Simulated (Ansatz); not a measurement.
All numbers below come from DFT PBE, scalar-relativistic, plane waves, PAW (Ansatz). Settings: cutoff 420 eV, Γ-centred meshes spaced at most about 0.3 Å⁻¹, and about 0.25 Å⁻¹ or finer for metals (2π included), Gaussian smearing. No spin polarisation in the final relaxations.

All energies are static (0 K, no zero-point motion).

Compare these two cells of ZnCd3SO, each relaxed at this level.

A.

```
CELL_PARAMETERS angstrom
6.08449 0.00000 0.00000
0.00000 6.08449 0.00000
0.00000 0.00000 4.21885
ATOMIC_POSITIONS crystal
Zn 0.50000 0.50000 0.00000
Cd 0.50000 0.00000 0.00000
Cd 0.00000 0.50000 0.00000
Cd 0.00000 0.00000 0.00000
S 0.50000 0.50000 0.50000
O 0.00000 0.00000 0.50000
```

B.

```
CELL_PARAMETERS angstrom
3.59978 0.00000 0.00000
0.00000 3.59978 0.00000
0.00000 0.00000 10.28242
ATOMIC_POSITIONS crystal
Zn 0.50000 0.50000 0.00000
Cd 0.50000 0.50000 0.25946
Cd 0.50000 0.50000 0.74054
Cd 0.00000 0.00000 0.00000
S 0.50000 0.50000 0.50000
O 0.00000 0.00000 0.50000
```

Question: Which would you expect to be lower, and how large is the difference?

Answer: A is lower, by 0.40 eV/atom. A has space group P4/mmm (No. 123), 26.0 Å³/atom and no gap on its mesh; B has space group P4/mmm (No. 123), 22.2 Å³/atom and no gap. Counting O or S atoms around Cd and Zn (for each partner element, those within 1.25 times its shortest distance or 1.15 times the sum of covalent radii, where it is the nearest in units of that sum or under 1.3; a plus sign parts groups by distance over the sum of covalent radii; the shortest distance is added where it exceeds 1.18 times the sum of covalent radii; a slash parts the counts of unlike sites), A has Zn 2, Cd 2/4 from 3.7 Å and B has Zn 2+8 from 5.1 Å, Cd 1/8 from 5.7 Å. The lower one is the more open, so pressure narrows the difference. Even the lower one lies +0.05 eV/atom against the reference forms of the elements (uncorrected), a margin that errors in the energy of the gaseous reference can exceed. In A, Zn has 2 S at 2.11 Å and 4 Cd at 3.04 Å; Cd on a site of symmetry mmm is surrounded by 2 Cd at 3.04 Å and 2 Zn at 3.04 Å; around S lie 2 Zn at 2.11 Å; O is surrounded by 2 Cd at 2.11 Å; 1 more site not described. In B, Zn has 6 Cd at 2.55–2.67 Å; Cd on a site of symmetry 4mm is surrounded by 1 S at 2.47 Å and 1 Zn at 2.67 Å; S is surrounded by 2 Cd at 2.47 Å and 4 O at 2.55 Å; around O lie 4 S at 2.55 Å (long against covalent radii, as for large ions); 1 more site not described. Both come from invented guesses.

The zero gap of P4/mmm at 26.0 Å³/atom may come from the functional, which often closes small gaps, or the cell may be a true semimetal. A magnetic state wasn't ruled out in cells without spin, among them P4/mmm at 26.0 Å³/atom, P4/mmm at 22.2 Å³/atom. Cells relaxed within their symmetry can be saddle points.
